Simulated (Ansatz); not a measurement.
Given:

Zr2TlC:
```cif
data_C2Tl2Zr4
_chemical_formula_sum 'Zr4 Tl2 C2'
_space_group_name_H-M_alt 'P63/mmc'
_space_group_IT_number 194
_space_group_name_Hall '-P 6c 2c'
_cell_length_a 3.37991
_cell_length_b 3.37991
_cell_length_c 15.00363
_cell_angle_alpha 90.000
_cell_angle_beta 90.000
_cell_angle_gamma 120.000
loop_
_atom_site_label
_atom_site_type_symbol
_atom_site_symmetry_multiplicity
_atom_site_Wyckoff_symbol
_atom_site_fract_x
_atom_site_fract_y
_atom_site_fract_z
_atom_site_occupancy
Zr1 Zr 4 f 0.66667 0.33333 0.08184 1
Tl1 Tl 2 c 0.33333 0.66667 0.25000 1
C1 C 2 a 0.00000 0.00000 0.00000 1
```

This is the r²SCAN-relaxed structure.

Question: All from r²SCAN in the plane-wave PAW code Ansatz, unless another level is named. Give the electronic character.

Answer: metallic (no gap).

Question: Next, the formation energy from the elements (no fitted shifts)?

Answer: -0.76 eV/atom.

Question: What about the gap with spin–orbit coupling?

Answer: none (metallic).

Space group P6_3/mmc. The workflow started from a Materials Project entry (that database holds measured and hypothetical structures alike); the Crystallography Open Database copy checked does not list it. Its standing as an ambient phase is unchecked. The cell was relaxed with r²SCAN under the symmetry of its start; whether a distortion lowers the energy is not shown. No spin polarisation was allowed. The references are the lowest solids computed at this level, not always the standard phases. Spin–orbit coupling is left out wherever it is not named.

Potentials: the earlier of the program's two PAW sets. The files were generated under PBE; for other functionals the program regenerates the frozen cores, and for LDA and PBEsol the local potential too.
